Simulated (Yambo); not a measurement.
A G0W0@PBE run in Yambo for Ga2O3 (corundum, space group R-3c, No. 167) (4×4×4 Γ-centred k mesh, bands 17 to 237 and a 10 Ry block in the screening, 237 bands in G with the Bruneval-Gonze terminator, plasmon pole fitted at 27.2 eV) gives these matrix elements, in eV, at the band edges ((0, 0, 0.25) → Γ):

```
state               E0    <Vxc>     <Σx>  <Σc(E0)>      Z
---------------  -----  -------  -------  --------  -----
valence edge     0.000  -21.058  -26.480     4.450  0.792
conduction edge  2.861  -16.154  -12.004    -3.287  0.839
```

Solve the linearised quasiparticle equation for both states, give the gap, and say how exchange and correlation each act on it.

E = E0 + Z(Σx + Σc − Vxc). Valence: 0.000 + 0.792 × (-26.480 + (4.450) − (-21.058)) = -0.77 eV. Conduction: 2.861 + 0.839 × (-12.004 + (-3.287) − (-16.154)) = 3.59 eV. The gap is 4.36 eV, against 2.86 eV in PBE. Replacing Vxc by bare exchange alone would open it by 9.57 eV; correlation takes back 7.74 eV of that, and Z scales what is left. Nearest settings tried, and what they do to the gap: 148 bands in G: +11 meV; 6 Ry block (175 vectors against 351): -166 meV. Not varied: bands in W, mesh. So the settings aren't converged at that level. Spin-orbit splittings are left out.

Geometry relaxed with PBEsol; primitive cell a = b = c = 5.3303 Å, α = β = γ = 55.93°.

This is not the ordinary phase of the substance.

The potentials are those of PseudoDojo's stringent table.
